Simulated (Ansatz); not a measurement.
AlV$_{2}$C:
```cif
data_C2Al2V4
_chemical_formula_sum 'Al2 V4 C2'
_space_group_name_H-M_alt 'P 1'
_space_group_IT_number 1
_cell_length_a 2.88763
_cell_length_b 2.88763
_cell_length_c 13.11702
_cell_angle_alpha 90.000
_cell_angle_beta 90.000
_cell_angle_gamma 120.000
loop_
_space_group_symop_operation_xyz
  'x, y, z'
loop_
_atom_site_label
_atom_site_type_symbol
_atom_site_fract_x
_atom_site_fract_y
_atom_site_fract_z
_atom_site_occupancy
Al1 Al 0.33333 0.66667 0.25000 1
Al2 Al 0.66667 0.33333 0.75000 1
V1 V 0.33333 0.66667 0.58551 1
V2 V 0.66667 0.33333 0.41449 1
V3 V 0.66667 0.33333 0.08551 1
V4 V 0.33333 0.66667 0.91449 1
C1 C 0.00000 0.00000 0.00000 1
C2 C 0.00000 0.00000 0.50000 1
```

Relaxed with r²SCAN.

### Question
Tabulate the valence density and the electron localisation function along the shortest V–C contact (2.01 Å), plane-wave PAW r²SCAN (Ansatz code).

### Answer


| distance from V (Å) | density (e/Å³) | ELF |
|---|---|---|
| 0.20 | 14.26 | 0.70 |
| 0.30 | 11.52 | 0.72 |
| 0.40 | 8.54 | 0.71 |
| 0.50 | 5.83 | 0.67 |
| 0.60 | 3.67 | 0.57 |
| 0.70 | 2.12 | 0.44 |
| 0.80 | 1.19 | 0.30 |
| 0.90 | 0.79 | 0.24 |
| 1.00 | 0.69 | 0.28 |
| 1.11 | 0.72 | 0.46 |
| 1.21 | 0.83 | 0.65 |
| 1.31 | 1.01 | 0.75 |
| 1.41 | 1.24 | 0.75 |
| 1.51 | 1.48 | 0.68 |
| 1.61 | 1.65 | 0.51 |
| 1.71 | 1.69 | 0.27 |
| 1.81 | 1.61 | 0.08 |

The density is the valence pseudo-density with augmentation charge, so density and ELF within about 1 Å of a nucleus are not all-electron values.

Space group P6_3/mmc. The cell was relaxed with r²SCAN under the symmetry of its start. The run is not spin-polarised.

Potentials: the earlier of the program's two PAW sets. The files were generated under PBE; for other functionals the program regenerates the frozen cores, and for LDA and PBEsol the local potential too.
